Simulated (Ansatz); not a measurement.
# E(q) of CrCoPt2 (P4/mmm)

```
CELL_PARAMETERS angstrom
3.81900 0.00000 0.00000
0.00000 3.81900 0.00000
0.00000 0.00000 3.74600
ATOMIC_POSITIONS crystal
Cr 0.00000 0.00000 0.00000
Co 0.50000 0.50000 0.00000
Pt 0.00000 0.50000 0.50000
Pt 0.50000 0.00000 0.50000
```

The geometry is a structure as deposited in COD, held fixed and not relaxed.

Settings: PBEsol, 8×8×8 k mesh, Fermi–Dirac smearing of 0.05 eV. PAW means Ansatz 0.2.0 on its default frozen-core files. Site moments are integrated in spheres about the atoms. Start moments (μB): Cr1 2.6, Co2 -1.4.

Flat spirals without spin–orbit coupling: moments start in the xy plane and turn about z by q·R from cell to cell, and their directions inside a cell are free. q runs from Γ to X = (0.000, 0.500, 0.000) in reciprocal cell vectors. Energies count from each method's run at q = 0. Each q is a vector of the k mesh, and the mesh is shifted by q/2 where needed, so that both spin components are sampled on the same points as at q = 0. In Ansatz a GGA is taken by the program's default for non-collinear spins.

```json
{"fraction of Γ–X": "0.000", "q (1/Å)": "0.000", "ΔF PAW (meV/cell)": "0.0", "largest moment, PAW (μB)": "2.59"}
{"fraction of Γ–X": "0.250", "q (1/Å)": "0.206", "ΔF PAW (meV/cell)": "?", "largest moment, PAW (μB)": "2.57"}
{"fraction of Γ–X": "0.500", "q (1/Å)": "0.411", "ΔF PAW (meV/cell)": "?", "largest moment, PAW (μB)": "2.50"}
{"fraction of Γ–X": "0.750", "q (1/Å)": "0.617", "ΔF PAW (meV/cell)": "+191.8", "largest moment, PAW (μB)": "2.42"}
{"fraction of Γ–X": "1.000", "q (1/Å)": "0.823", "ΔF PAW (meV/cell)": "+254.1", "largest moment, PAW (μB)": "2.35"}
```

Question: Give the missing entry: row "0.250", column "ΔF PAW (meV/cell)".

Answer: +35.7.

Question: What belongs in the row "0.500", column "ΔF PAW (meV/cell)"?

Answer: +112.0.

q = 0 is the lowest point of the line, so the state at q = 0 is stable against these spirals.

Question: A further pair of PAW runs: spiral at 0.75 of the way from Γ to X, locally collinear functional, against the same at q = 0. What is the energy difference?

Answer: +194.8 meV/cell, with a largest moment of 2.41 μB.

The PAW files were made with PBE; the program remakes their cores once for the run's functional and then keeps them frozen. The Ansatz runs typed with the search for lower states off end where their start leads. Spin–orbit coupling is left out although heavy atoms are present. A run ended with its magnetisation residual over the threshold. The magnetic state is the one that this cell and start allow. It needn't be the compound's measured order, which may need a larger cell or be absent.
